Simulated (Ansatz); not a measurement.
Li₂Pd in space group P6/mmm (No. 191; Pd on 1a, Li on 2d), DFT-PBEsol in the program Ansatz with PAW potentials, all energies at zero smearing, with the estimated change up to a 700 eV cutoff added, with one set of potentials and settings (totals compare only within such a set). Cell of 3 atoms (1 Pd, 2 Li): -7313.645 eV.

| element | reference phase | E (eV/atom) |
|---|---|---|
| Pd | Fm-3m, 1 atoms in the cell | -6906.6520 |
| Li | Fm-3m, 1 atoms in the cell | -203.0014 |

Formation energy per atom, worked out: (-7313.645 − 1×(-6906.6520) − 2×(-203.0014))/3 = -0.330 eV/atom (-32 kJ per mol of atoms), at 0 K, without zero-point energy or fitted corrections.

The workflow started from an entry of the Crystallography Open Database (COD). Whether it is the stable phase at ambient conditions was not checked. The cell was relaxed with PBEsol under the symmetry of its start. At this level the phase is dynamically unstable (imaginary phonons). The run is not spin-polarised. The references are the lowest solids computed at this level, not always the standard phases.

Potentials: the later of the program's two PAW sets.
